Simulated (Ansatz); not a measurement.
PbS:
```
PbS
1.0
    4.22525     0.00000     0.00000
    0.00000     5.97135     0.00000
    0.00000     0.00000     4.22526
Pb S
2 2
Direct
  0.50000   0.50000   0.24994
  0.00000   0.00000   0.75006
  0.00000   0.50000   0.75009
  0.50000   0.00000   0.24991
```

This is the r²SCAN-relaxed structure.

**Question.** All from plane-wave PAW r²SCAN (Ansatz code), unless another level is named. Predict the formation energy from the elements (no fitted shifts).

**Answer.** -0.66 eV/atom.

**Question.** What about the Z2 indices of the occupied bands with spin–orbit coupling?

**Answer.** 0;(000).

**Question.** Give the valence-band maximum.

**Answer.** at T.

**Question.** Next, the weight of the conduction-edge state by species (Voronoi cells)?

**Answer.** Pb 61 %, S 39 %.

Space group Fm-3m (rock salt). Symmetry was held in the r²SCAN relaxation; of distortions, only those at the zone centre were tested. The references are the lowest solids computed at this level, not always the standard phases. Spin–orbit coupling is left out wherever it is not named.

Potentials: the later of the program's two PAW sets.
